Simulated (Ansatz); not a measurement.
An Ansatz input:

```yaml
crystal:
  lattice:
    - [0.0, 3.5435440533, 3.5435440533]
    - [3.5435440533, 0.0, 3.5435440533]
    - [3.5435440533, 3.5435440533, 0.0]
  atoms:
    - { symbol: In, position: [0.125, 0.125, 0.125] }
    - { symbol: In, position: [0.875, 0.875, 0.875] }
hamiltonian:
  xc: blyp
  pseudopotentials:
    kind: paw
    azcp:
      In: "pseudopotentials/In.paw.azcp"
basis:
  ecutwfc: 420
  fft_grid_basis: typed
kpoints:
  mp_grid: { grid: [9, 9, 9], shift: [0, 0, 0] }
magnetization:
  spin_polarized: false
scf:
  occupations: { method: fermi_dirac, width: 0.1 }
  lower_state_search: "off"
output:
  stress: true
```

and its output:

```
Engine: ansatz 0.2.0, aarch64-unknown-linux-gnu
Pseudopotentials: kind: paw
Pseudopotential: In, paw, valence charge 13, recommended cutoff 420 eV (normal) 
Functional definition: BLYP
  parameter beta = 0.0042
  parameter a = 0.04918
  parameter b = 0.132
  parameter c = 0.2533
  parameter d = 0.349
  exchange = b88_x(beta = beta)
  correlation = lyp_c(a = a, b = b, c = c, d = d)
Crystal: 2 atoms, lattice volume = 88.990 Å³
Basis set: ecut = 420 eV, 1807 PW (Γ), exchange–correlation on 72×72×72 points (8 copies of the dense FFT grid, shifted against one another)
Bands: 17, of which v1, the nominal top of the filled ones, is band 13 counted from 1 (12 counted from 0)
Symmetry: 48 space group operations
Space group: Fd-3m (ITA 227), of the structure as read, at distance tolerance 4.5e-5 Å
k-points: 35 of 729
Non-local potential: In, projectors of the file, l = 0: 2, l = 1: 2, l = 2: 2, l = 3: 2
PAW form: soft (Blöchl's): semilocal exchange-correlation on the pseudo side does not see the compensation charge
PAW frozen core: In, regenerated for the run's functional, and the local potential with it (the file was generated under x = pbe(κ = 0.804, μ = 0.2195149727645171), c = pbe(β = 0.06672455060314922))
PAW one-centre angular grid: In, 590 points (default); XC on 64 Gauss nodes
Initial density: superposition of atomic densities (neutral atoms: chi_scale 0, normalization atom), corrected by the library's trained network
Initial wavefunctions: pseudopotential atomic-orbital guess
Functional: x = b88, c = lyp
SCF iter   1: F=—  HF=-11227.378495 eV  |F-HF|=—  |Δ(HF+E_count)|=         —  Δρ=4.48e-3  dr2=1.02e-2  ethr=1.77e-3  ⟨swp⟩=5.8  Hψ=3010  notcnv=0
SCF iter   2: F=—  HF=-11227.375768 eV  |F-HF|=—  |Δ(HF+E_count)|=   2.73e-3  Δρ=1.09e-3  dr2=1.18e-3  ethr=3.94e-5  ⟨swp⟩=2.3  Hψ=1336  notcnv=0
SCF iter   3: F=—  HF=-11227.375807 eV  |F-HF|=—  |Δ(HF+E_count)|=   3.83e-5  Δρ=7.91e-4  dr2=3.50e-4  ethr=4.52e-6  ⟨swp⟩=2.0  Hψ=1049  notcnv=0
SCF iter   4: F=—  HF=-11227.375769 eV  |F-HF|=—  |Δ(HF+E_count)|=   3.71e-5  Δρ=1.01e-4  dr2=1.25e-5  ethr=1.35e-6  ⟨swp⟩=2.0  Hψ=1045  notcnv=0
SCF iter   5: F=—  HF=-11227.375781 eV  |F-HF|=—  |Δ(HF+E_count)|=   1.11e-5  Δρ=1.64e-5  dr2=4.96e-7  ethr=4.81e-8  ⟨swp⟩=3.0  Hψ=1114  notcnv=0
SCF iter   6: F=-11227.375781 eV  HF=-11227.375781 eV  |F-HF|=1.38e-9  |Δ(HF+E_count)|=   1.27e-7  Δρ=2.17e-6  dr2=7.55e-9  ethr=3.85e-10  ⟨swp⟩=5.0  Hψ=2167  notcnv=0
SCF 1 converged in 6 iterations: F = -11227.375781 eV  dr2 = 7.55e-9
SCF converged after 6 iterations
Free energy (F): -11227.375781 eV
Harris-Foulkes:  -11227.375781 eV  (|F-HF|=1.38e-9)
Internal energy: -11227.305696 eV  (E = F + TS)
E sigma→0 (E₀):  -11227.340738 eV
Entropy (-TS):   -0.070085 eV (-35.042 meV/atom)
Fermi energy:    4.608291 eV
--- Per-component energies (eV) ---
  E_band       = -187.190368
  E_kinetic    = 480.848899
  E_local      = -3030.659408  (includes V_loc(G=0)·N_el)
  E_nonlocal   = 727.982553
  E_hartree    = 1209.665440
  E_xc         = -426.105341
  E_vxc        = -193.834453  (∫ρ·V_xc dr)
  E_paw        = -8338.959331  (= ΣΔE_a)
  E_vpaw       = -590.856125  (= ΣTr[D̂ρ^β])
  E_aug_tail   = 0.000053  (compensation charges beyond the density's cutoff)
  E_ewald      = -1849.700297
  E_core_change = -0.378263  (= ΣΔE_core)
  E_smearing   = -0.070085  (= −TS)
  E_closure    = -0.000000  (closes the sum)
  Σ components = -11227.375781   (vs F -11227.375781, Δ=0.00e0)
--- Stress (GPa, compression-positive) ---
       -0.512908      -0.000000       0.000000
        0.000000      -0.512908       0.000000
       -0.000000       0.000000      -0.512908
  P = ⅓ Tr σ = -0.5129 GPa (-5.129 kbar)
```
